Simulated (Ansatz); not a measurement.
Sn: frozen-core PAW against all-electron methods

```
Sn
1.0
    -2.91585    2.91585    1.62246
     2.91585   -2.91585    1.62246
     2.91585    2.91585   -1.62246
Sn
2
Direct
  0.00000 0.00000 0.00000
  0.75000 0.25000 0.50000
```

Atom numbers follow the list: Sn1, Sn2.

The cell is COD entry 1534488, as deposited and not checked against the literature; nothing was relaxed. The listed cell was then made from it by scaling, straining or moving an atom.

Spin–orbit coupling is left out, though it moves levels of the heavy atoms by tenths of an eV or more.

Methods: DFT, LDA, PAW with Ansatz's default frozen-core files, scalar-relativistic (Ansatz 0.2.0); DFT, LDA, all-electron PAW with datasets made for the crystal, scalar-relativistic (Ansatz 0.2.0); DFT, LDA, all-electron LAPW, scalar-relativistic (Ansatz 0.2.0).

For PAW: a Γ-centred 15×15×15 k mesh, Fermi–Dirac smearing of 0.05 eV, cutoff 420 eV, no spin polarisation; the PAW files were made with PBE, and the program remakes their frozen cores for this functional. The crystal-made all-electron datasets (AE datasets) take a cutoff of 240 eV at this cell. LAPW targets a basis error of 0.5 meV/atom. The Ansatz runs share mesh, smearing and spin set-up. Plane-wave (PAW) pressures include the program's estimate of the Pulay term.

Stress and pressure are positive in compression.

No spin–orbit coupling: at heavy atoms the gradients can be off by tens of per cent for that reason.

In a metal, gradients converge slowly with the k mesh: the values move by tens of per cent from one mesh to another, at times in sign, so only the comparison on one mesh counts.

| quantity | PAW | AE datasets | LAPW |
| --- | --- | --- | --- |
| pressure (GPa) | -2.71 | -2.69 | -2.69 |
| stress xx (GPa) | -2.18 | -2.17 | -2.17 |
| stress zz (GPa) | -3.76 | -3.75 | -3.75 |
| field gradient Vzz at Sn1 (10²¹ V/m²) | ? | ? | – |

Question: What belongs in the row "field gradient Vzz at Sn1 (10²¹ V/m²)", column "PAW"?

Answer: 5.24.

Question: What belongs in the row "field gradient Vzz at Sn1 (10²¹ V/m²)", column "AE datasets"?

Answer: 5.32.
